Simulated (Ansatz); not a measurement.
## Computed properties of Bi2TeO2

Bi$_{2}$TeO$_{2}$:
```xyz
5
Lattice="-1.9680 1.9680 6.2517 1.9680 -1.9680 6.2517 1.9680 1.9680 -6.2517" Properties=species:S:1:pos:R:3 pbc="T T T"
Bi     0.0000     0.0000     1.9034
Bi     0.0000     0.0000    10.6000
Te     0.0000     0.0000     6.2517
O      1.9680     0.0000     3.1258
O      0.0000     1.9680     3.1258
```

Space group I4/mmm (No. 139); conventional cell a = 3.936 Å, b = 3.936 Å, c = 12.503 Å, α = 90.00°, β = 90.00°, γ = 90.00°.

Method: the program Ansatz at the LDA level (PAW). Structure relaxed to zero pressure with the same functional. Other levels are named where they apply.

Cell and energy:

| Property | Result |
|---|---|
| Volume per atom | 19.37 Å³ |
| Density | 9.90 g/cm³ |
| Formation energy from the elements (no fitted shifts) | -94 kJ/mol of atoms |

Electronic structure:

| Property | Value |
|---|---|
| Electronic character | no gap, with almost no states at the Fermi level (zero-gap or semimetallic) |
| Density of states at the Fermi level | 0.03 states/eV per atom (mean over ±0.08 eV) |

Mechanics:

| Property | Result |
|---|---|
| Bulk modulus (Birch–Murnaghan fit) | 83.3 GPa |
| Pressure derivative B′ | 4.8 |

The first step of the workflow began from a Materials Project structure, measured or hypothetical; the Crystallography Open Database copy checked does not list it. Whether it is the stable phase at ambient conditions was not checked. Symmetry was held in the LDA relaxation; whether a distortion lowers the energy is not shown. A small band overlap can be real or an error of a semilocal functional. The references are the lowest solids computed at this level, not always the standard phases (solids in place of the gases). Spin–orbit coupling is left out wherever it is not named.

Potentials: the later of the program's two PAW sets.
